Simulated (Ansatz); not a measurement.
One structure type (Fd-3m), one member withheld

These are results of Ansatz 0.2.0, DFT, LDA, all-electron LAPW, scalar-relativistic, not measurements.

All cells have space group Fd-3m and are held fixed (conventional cell and sites). Prototypes and MP cells are computed structures that needn't be known or stable phases of these compounds. Gaps are the smallest over the k mesh and a high-symmetry path; Bader charges come from PAW runs of the same cells. Open d or f shells run without spin or U come out metallic where the real compound may not be. Semilocal functionals give too small gaps and can close them; gaps under 0.4 eV may also close off the mesh.

Spin–orbit coupling is left out, though it moves levels of the heavy atoms by tenths of an eV or more.

Si: a = 5.43 Å, b = 5.43 Å, c = 5.43 Å; Si 8a (0.500 0.000 0.500); 11×11×11 mesh, smearing 0.08 eV, COD 9011998, measured
Sn: a = 6.49 Å, b = 6.49 Å, c = 6.49 Å; Sn 8a (0.500 0.000 0.500); 9×9×9 mesh, smearing 0.03 eV, COD 9008568, reported
Ge: a = 5.66 Å, b = 5.66 Å, c = 5.66 Å; Ge 8a (0.500 0.000 0.500); 10×10×10 mesh, smearing 0.05 eV, COD 9011050, measured

| compound | P (GPa) | gap (eV) |
| --- | --- | --- |
| Sn | -0.4 | none |
| Ge | -1.3 | none |

Problem. Predict the row of Si (no spin polarisation).

Solution. P (GPa): -1.6, gap (eV): 0.47.
